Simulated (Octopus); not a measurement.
InP (F-43m, No. 216):
```
CELL_PARAMETERS angstrom
      0.00000     2.95197     2.95197
      2.95197     0.00000     2.95197
      2.95197     2.95197     0.00000
ATOMIC_POSITIONS crystal
  In 0.00000 0.00000 0.00000
  P  0.75000 0.75000 0.75000
```
The cell is a database entry, not relaxed again.

All numbers are Octopus results at the level LDA (grid spacing about 0.17 Å, Γ-centred 6×6×6 k-mesh, Fermi-Dirac smearing of 0.03 eV, no spin polarisation; PseudoDojo 0.4 LDA potentials), not measurements. Spin-orbit coupling is left out.

### Question
What band gap does LDA give on the standard high-symmetry path?

### Answer
0.37 eV, direct at Γ. A grid finer by a fifth moves the gap between mesh points by under 0.01 eV.
